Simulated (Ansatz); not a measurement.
KScSe2 in 3 trial structures

KScSe2 was placed in 3 structures, borrowed from other compounds or built from prototypes, and relaxed with PBEsol and then r2SCAN+rVV10 in Ansatz 0.2.0, symmetry kept. Energies are static, from a final single point; gaps are the least over its mesh and special points. Simulated, non-magnetic, generated structures, which need not be known phases.

| start | ends in | volume (Å³/atom) | energy, r2SCAN+rVV10 (meV/atom) | gap, r2SCAN+rVV10 (eV) | shaken (PBEsol) |
| --- | --- | --- | --- | --- | --- |
| ordering on rocksalt | Pmmn | 25.82 | 0 | 1.65 | returns (8 atoms) |
| ordering on rocksalt (b) | I4_1/amd | 25.62 | 148 | 1.46 | falls 38 meV |
| ordering on rocksalt (c) | P4/nmm | 26.07 | 179 | 0.57 | returns (8 atoms) |

Energies count from the lowest cell; the last column tells what a randomly displaced small cell does when relaxed without symmetry, which tests only the distortions that fit it.

Of the symmetric cells the lowest is the one started from ordering on rocksalt, which ends in Pmmn (No. 59), 148 meV an atom below the next (ordering on rocksalt (b)). Other structures, not tried here, could lie lower.

The cells shaken are PBEsol's, whose volumes can differ from those tabled by ten per cent. The falls are PBEsol's, in meV an atom on the shaken cell's own mesh; a cell that falls isn't a minimum, and its place in the table may change once it distorts.

The cells in order of energy (the first three):
- ordering on rocksalt: Pmmn, 25.82 Å³ an atom. Around K lie 6 Se at 3.03–3.32 Å; around Se lie 2 Sc at 2.64 Å and 4 K at 3.03–3.30 Å; around Sc lie 6 Se at 2.64–2.94 Å; around Se lie 4 Sc at 2.72–2.94 Å and 2 K at 3.32 Å.
- ordering on rocksalt (b): I4_1/amd, 25.62 Å³ an atom. K has 6 Se at 2.97–3.28 Å; Se has 3 Sc at 2.62–2.97 Å and 3 K at 2.97–3.28 Å; Sc has 6 Se at 2.62–2.97 Å.
- ordering on rocksalt (c): P4/nmm, 26.07 Å³ an atom. Around K lie 6 Se at 3.04–3.49 Å; around Se lie 1 Sc at 2.43 Å and 5 K at 3.04–3.42 Å; around Se lie 5 Sc at 2.77–2.95 Å and 1 K at 3.49 Å; around Sc lie 6 Se at 2.43–2.95 Å.

The lowest symmetric cell:
```yaml
crystal:
  lattice:
    - [3.89632, 0.00000, 0.00000]
    - [0.00000, 5.86919, 0.00000]
    - [0.00000, 0.00000, 9.03238]
  atoms:
    - { symbol: K, position: [0.00000, 0.00000, 0.89373] }
    - { symbol: Se, position: [0.00000, 0.50000, 0.81107] }
    - { symbol: K, position: [0.50000, 0.50000, 0.10627] }
    - { symbol: Se, position: [0.50000, 0.00000, 0.18893] }
    - { symbol: Sc, position: [0.00000, 0.00000, 0.38641] }
    - { symbol: Se, position: [0.00000, 0.50000, 0.40349] }
    - { symbol: Sc, position: [0.50000, 0.50000, 0.61359] }
    - { symbol: Se, position: [0.50000, 0.00000, 0.59651] }
```

The runs are scalar-relativistic, without spin-orbit coupling.
